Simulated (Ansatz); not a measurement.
Density of states of a Si8Sn5Ge4Pb7 cell (elements on a diamond lattice, relaxed), per eV and atom, broadened by Gaussian smearing of width 0.1 eV and averaged over bins of 0.4 eV, from 8 eV under the Fermi level at most up to where the solved bands end.

All numbers below come from DFT PBE, scalar-relativistic, plane waves, PAW in Ansatz 0.2.0.

Plane waves to 420 eV, a k mesh through Γ of 5×5×3 on the computed 24-atom cell and Gaussian smearing (0.10 eV); no spin polarisation.

```yaml
crystal:
  lattice:
    - [-6.32961, -6.19935, 0.09107]
    - [0.09242, 6.00301, 6.14810]
    - [-6.09645, 6.04965, -6.28651]
  atoms:
    - { symbol: Si, position: [0.71442, 0.13891, 0.66944] }
    - { symbol: Si, position: [0.66649, 0.33167, 0.34378] }
    - { symbol: Si, position: [0.49785, 0.48385, 0.99663] }
    - { symbol: Si, position: [0.83766, 0.68020, 0.63480] }
    - { symbol: Si, position: [0.67149, 0.86454, 0.33736] }
    - { symbol: Si, position: [0.38561, 0.18831, 0.91672] }
    - { symbol: Si, position: [0.69527, 0.37269, 0.56565] }
    - { symbol: Si, position: [0.51882, 0.01953, 0.28351] }
    - { symbol: Ge, position: [0.43413, 0.15322, 0.68764] }
    - { symbol: Ge, position: [0.00007, 0.50415, 0.99967] }
    - { symbol: Ge, position: [0.69570, 0.85964, 0.56634] }
    - { symbol: Ge, position: [0.15823, 0.85908, 0.59921] }
    - { symbol: Sn, position: [0.49355, 0.99552, 0.03505] }
    - { symbol: Sn, position: [0.04614, 0.02977, 0.94404] }
    - { symbol: Sn, position: [0.18500, 0.86818, 0.34719] }
    - { symbol: Sn, position: [0.81501, 0.17410, 0.90860] }
    - { symbol: Sn, position: [0.98389, 0.49826, 0.25339] }
    - { symbol: Pb, position: [0.16326, 0.33908, 0.38204] }
    - { symbol: Pb, position: [0.32726, 0.64738, 0.61539] }
    - { symbol: Pb, position: [0.08431, 0.18662, 0.65628] }
    - { symbol: Pb, position: [0.50450, 0.50988, 0.25321] }
    - { symbol: Pb, position: [0.32739, 0.64285, 0.90395] }
    - { symbol: Pb, position: [0.81646, 0.64918, 0.89068] }
    - { symbol: Pb, position: [0.98421, 0.01128, 0.21729] }
```

| E − E_F (eV) | total | Si 3p | Pb 6p | Sn 5p | Ge 4p |
| --- | --- | --- | --- | --- | --- |
| -7.85 | 0.182 | 0.023 | 0.011 | 0.009 | 0.013 |
| -7.45 | 0.311 | 0.039 | 0.020 | 0.018 | 0.020 |
| -7.05 | 0.337 | 0.047 | 0.025 | 0.021 | 0.019 |
| -6.65 | 0.410 | 0.069 | 0.033 | 0.030 | 0.023 |
| -6.25 | 0.314 | 0.057 | 0.024 | 0.022 | 0.020 |
| -5.85 | 0.255 | 0.049 | 0.019 | 0.022 | 0.019 |
| -5.45 | 0.191 | 0.038 | 0.015 | 0.017 | 0.016 |
| -5.05 | 0.136 | 0.026 | 0.010 | 0.012 | 0.014 |
| -4.65 | 0.130 | 0.028 | 0.011 | 0.011 | 0.014 |
| -4.25 | 0.133 | 0.034 | 0.013 | 0.010 | 0.018 |
| -3.85 | 0.222 | 0.096 | 0.026 | 0.022 | 0.041 |
| -3.45 | 0.390 | 0.168 | 0.062 | 0.059 | 0.057 |
| -3.05 | 0.575 | 0.217 | 0.118 | 0.106 | 0.088 |
| -2.65 | 0.698 | 0.262 | 0.145 | 0.126 | 0.114 |
| -2.25 | 0.666 | 0.221 | 0.155 | 0.127 | 0.116 |
| -1.85 | 0.640 | 0.191 | 0.167 | 0.129 | 0.112 |
| -1.45 | 0.639 | 0.174 | 0.178 | 0.142 | 0.104 |
| -1.05 | 0.541 | 0.137 | 0.173 | 0.113 | 0.082 |
| -0.65 | 0.417 | 0.084 | 0.144 | 0.091 | 0.063 |
| -0.25 | 0.318 | 0.058 | 0.115 | 0.059 | 0.042 |
| 0.15 | 0.256 | 0.053 | 0.087 | 0.036 | 0.028 |
| 0.55 | 0.379 | 0.086 | 0.107 | 0.051 | 0.043 |

The columns after the total are the largest Löwdin projections on the valence shells of the potentials, so they needn't add up, and the weight of a shell that a potential lacks goes to other orbitals. The cell has no gap on the mesh.

The relaxation stopped before its thresholds.

Spin-orbit coupling is left out, which matters for the bands of heavy elements.

Cost: 2 runs of about 34 core-minutes in all (earlier runs that led there not counted), on Arm Neoverse V2 (shared hosts).